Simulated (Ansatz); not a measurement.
MoS2:
```
MoS2
1.0
    1.56318     0.90250     5.99107
   -1.56318     0.90250     5.99107
    0.00000    -1.80501     5.99107
Mo S
1 2
Direct
  0.99976   0.99976   0.99976
  0.41948   0.41948   0.41948
  0.24678   0.24678   0.24678
```

Relaxed with LDA.

Give the optical modes at the zone centre with their infrared activity from DFPT, DFT-LDA in the program Ansatz with PAW potentials.

Transverse frequencies, without the LO–TO term; a row sums one degenerate level.

| ω (cm⁻¹) | degeneracy | IR ((D/Å)²/amu) | activity | symmetry |
|---|---|---|---|---|
| 292 | 2 | 0.00 | IR-inactive | E |
| 389 | 2 | 1.51 | IR | E |
| 414 | 1 | 0.00 | IR-inactive | A1 |
| 470 | 1 | 0.50 | IR | A1 |

How high does the top mode go among those that the LO–TO term moves?

391 cm⁻¹ for q along x, 391 cm⁻¹ for q along y, 473 cm⁻¹ for q along z.

Space group R3m. Symmetry was held in the LDA relaxation. No spin polarisation was allowed. A crystal of weakly bound layers computed without a dispersion correction: the cell and the soft elastic constants depend strongly on that.

Potentials: the earlier of the program's two PAW sets. The files were generated under PBE; for other functionals the program regenerates the frozen cores, and for LDA and PBEsol the local potential too.
